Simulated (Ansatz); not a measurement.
Input and command of a plane-wave DFT calculation in Ansatz:

```yaml
crystal:
  lattice:
    - [4.2860948187, 0.0, 0.0]
    - [0.0, 4.2860948187, 0.0]
    - [0.0, 0.0, 21.979697935]
  atoms:
    - { symbol: Sn, position: [0.5, 0.0, 0.1856970128] }
    - { symbol: Sn, position: [0.5, 0.0, 0.6856970128] }
    - { symbol: Sn, position: [0.0, 0.5, 0.3143029872] }
    - { symbol: Sn, position: [0.0, 0.5, 0.8143029872] }
    - { symbol: Se, position: [0.5, 0.0, 0.3075439409] }
    - { symbol: Se, position: [0.5, 0.0, 0.8075439409] }
    - { symbol: Se, position: [0.0, 0.5, 0.1924560591] }
    - { symbol: Se, position: [0.0, 0.5, 0.6924560591] }
basis:
  ecutwfc: 500
kpoints:
  mp_grid: { grid: [6, 6, 2] }
hamiltonian:
  xc: r2scan
scf:
  occupations: { method: gaussian, width: 0.05 }
output:
  forces: true
  stress: true
  eigenvalues: true
```

```bash
ansatz run input.yaml --threads 2 --pin off --max-ram 5120MiB --backend cpu --events-out ev --progress --plain --runs-dir out
```

Processor: Intel(R) Xeon(R) Processor @ 2.50GHz (Skylake/Cascade Lake), 2 threads, on a host shared with other jobs.

Question: Estimate time, memory and problem size.

Answer: About 82 s on 2 threads of Intel(R) Xeon(R) Processor @ 2.50GHz (Skylake/Cascade Lake), on a shared host, peak memory 1.6 GiB. It solves 72 bands at 20 k points (the mesh reduced by the symmetry that the task leaves, which can be less than the crystal's) with about 10217 plane waves, in 7 SCF iterations.
